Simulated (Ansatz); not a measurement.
Start of a relaxation of MnAgC₄N₄:

```cif
data_structure
_symmetry_space_group_name_H-M 'P 1'
_symmetry_Int_Tables_number 1
_cell_length_a 6.0298
_cell_length_b 6.0298
_cell_length_c 6.0298
_cell_angle_alpha 90.000
_cell_angle_beta 90.000
_cell_angle_gamma 90.000
_cell_volume 219.24
loop_
_atom_site_label
_atom_site_type_symbol
_atom_site_fract_x
_atom_site_fract_y
_atom_site_fract_z
_atom_site_occupancy
Mn1 Mn 0.50000 0.50000 0.50000 1
Ag1 Ag 0.00000 0.00000 0.00000 1
C1 C 0.19360 0.19360 0.19360 1
C2 C 0.19360 0.80640 0.80640 1
C3 C 0.80640 0.19360 0.80640 1
C4 C 0.80640 0.80640 0.19360 1
N1 N 0.30563 0.30563 0.30563 1
N2 N 0.30563 0.69437 0.69437 1
N3 N 0.69437 0.30563 0.69437 1
N4 N 0.69437 0.69437 0.30563 1
```

All numbers below come from DFT PBE, scalar-relativistic, plane waves, PAW in Ansatz. Cutoff 420 eV, Gaussian smearing, Γ-centred meshes. Cell and atoms relax first on a coarse mesh and then on a finer one. In between, the cell is made exact in the group found at 0.06 Å. In metals the finer mesh still leaves noise of several meV/atom or more. The steps can't lower the symmetry of their start. Collinear spin, starting moments Mn 4.0 μB.

A guess keeps its type if space group and coordination stay and the shape of the cell changes little (axis ratios within about 15 %, angles within 6°); the volume may change.

Question: Will the relaxed cell still be of the starting type?

Answer: It keeps its type. The symmetry stays P-43m (No. 215). The volume per atom grows by 3.2 %, from 21.9 to 22.6 Å³. The shortest distance goes from 1.17 Å (C–N) to 1.18 Å (C–N). Counting neighbours within 15 % of an atom's shortest distance, the start has Ag 4, C 1, Mn 4, N 1 and the end Ag 4, C 1, Mn 4, N 1.

The last run used collinear spin, a 6×6×6 mesh for its 10-atom cell and Gaussian smearing of 0.10 eV. In such compounds of Mn a zero gap at this level may well be an artefact, since no Hubbard U is applied. Another magnetic order may lie lower. A structure relaxed within its symmetry needn't be a true minimum.
